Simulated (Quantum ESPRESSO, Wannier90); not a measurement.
ZnCo₃C (anti-perovskite): Wannier90 run

```
begin unit_cell_cart
ang
    3.7269500000    0.0000000000    0.0000000000
    0.0000000000    3.7269500000    0.0000000000
    0.0000000000    0.0000000000    3.7269500000
end unit_cell_cart
begin atoms_frac
Zn   0.0000000000  0.0000000000  0.0000000000
Co   0.0000000000  0.5000000000  0.5000000000
Co   0.5000000000  0.0000000000  0.5000000000
Co   0.5000000000  0.5000000000  0.0000000000
C    0.5000000000  0.5000000000  0.5000000000
end atoms_frac
```

Structure: Materials Project mp-10271, symmetrised, not relaxed again. Not found in the COD (Crystallography Open Database) copy used; not checked further. Level: PBEsol, spinors with spin-orbit coupling, ferromagnetic start along z; pw.x of Quantum ESPRESSO at 77 Ry with PseudoDojo potentials, 4×4×4 k-points, Wannier90. Density: 12×12×12 mesh, cold smearing 0.01 Ry. Only the ferromagnetic state was computed; other magnetic orders were not tried.

A tight-binding model is made by disentanglement and projection with no localisation steps (num_iter = 0), so the 80 orbitals stay atom-like: hydrogen-like Zn: s;p;d; Co: s;p;d; C: s;p, axes along x, y, z; frozen window up to 3.00 eV relative to the Fermi level. It follows pw.x to 6.1 meV rms for states up to 1.0 eV relative to the Fermi level. Matrix elements depend on this choice of orbitals and windows.

Q: What are the on-site energies relative to the Fermi level, and how fast do the hoppings decay?

A: 
| atom | orbitals | energy (eV) |
|---|---|---|
| Zn1 | s↑ | 3.67 |
| Zn1 | s↓ | 3.63 |
| Zn1 | pz↑ pz↓ px↑ px↓ py↑ py↓ | 10.73 |
| Zn1 | dz2↑ dz2↓ dx2-y2↑ dx2-y2↓ | -6.37 |
| Zn1 | dxz↑ dxz↓ dyz↑ dyz↓ dxy↑ dxy↓ | -6.46 |
| Co2 | s↑ | 8.24 |
| Co2 | s↓ | 8.32 |
| Co2 | pz↑ py↑ | 12.17 |
| Co2 | pz↓ py↓ | 12.22 |
| Co2 | px↑ | 16.75 |
| Co2 | px↓ | 16.81 |
| Co2 | dz2↑ | -1.67 |
| Co2 | dz2↓ | -1.14 |
| Co2 | dxz↑ dxy↑ | -1.83 |
| Co2 | dxz↓ dxy↓ | -1.40 |
| Co2 | dyz↑ | -1.27 |
| Co2 | dyz↓ | -1.00 |
| Co2 | dx2-y2↑ | -2.13 |
| Co2 | dx2-y2↓ | -1.77 |
| Co3 | s↑ | 8.24 |
| Co3 | s↓ | 8.32 |
| Co3 | pz↑ px↑ | 12.17 |
| Co3 | pz↓ px↓ | 12.22 |
| Co3 | py↑ | 16.75 |
| Co3 | py↓ | 16.81 |
| Co3 | dz2↑ | -1.67 |
| Co3 | dz2↓ | -1.14 |
| Co3 | dxz↑ | -1.27 |
| Co3 | dxz↓ | -1.00 |
| Co3 | dyz↑ dxy↑ | -1.83 |
| Co3 | dyz↓ dxy↓ | -1.40 |
| Co3 | dx2-y2↑ | -2.13 |
| Co3 | dx2-y2↓ | -1.77 |
| Co4 | s↑ | 8.24 |
| Co4 | s↓ | 8.32 |
| Co4 | pz↑ | 16.75 |
| Co4 | pz↓ | 16.81 |
| Co4 | px↑ py↑ | 12.17 |
| Co4 | px↓ py↓ | 12.22 |
| Co4 | dz2↑ | -2.37 |

| distance of the centres (Å) | largest modulus (eV) |
|---|---|
| 1–2 | 4.3 |
| 2–3 | 2.1 |
| 3–4 | 1.1 |
| 4–5 | 0.22 |
| 5–6 | 0.25 |
| 6–7 | 0.044 |
